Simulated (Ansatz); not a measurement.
The relaxed structure here is a generated cell of Se: the first start was made by placing the elements on the sites of a structure type, and the end was not matched to a known phase here, so it may be hypothetical. Known forms of Se include space group No. 152.

A relaxed structure of Se. The numbers are results of r2SCAN (plane waves to 500 eV, PAW, scalar-relativistic; Ansatz, a first-principles code), not measurements.

```
CELL_PARAMETERS angstrom
      3.57124     0.00000     0.00000
      0.00000     3.57124     0.00000
      0.00000     0.00000     4.25596
ATOMIC_POSITIONS crystal
  Se 0.50000 0.00000 0.58824
  Se 0.00000 0.50000 0.41176
```

Find the space group and the Wyckoff positions (tolerance 0.01 Å).

Space group P4/nmm, origin choice 1 (No. 129); a = b = 3.571 Å, c = 4.256 Å, α = β = γ = 90.00°

| atom | site | symmetry | x | y | z |
|---|---|---|---|---|---|
| Se | 2c | 4mm | 0.0000 | 0.5000 | 0.4118 |

Give the shortest distances between elements (the closest pairs, up to four, under 3.6 Å).

Se–Se 2.63 Å.

The volume per atom is 27.14 Å³ and the density comes out as 4.83 g/cm³. The band gap comes out as no gap (metallic).

No spin polarisation in the result.

The run could not lose the symmetry of its start: the end is stationary, and may be a saddle point rather than a minimum.

It was reached from a disturbed copy of a Im-3m (No. 229) cell (bcc (W type)), against which it lies -0.48 eV/atom.
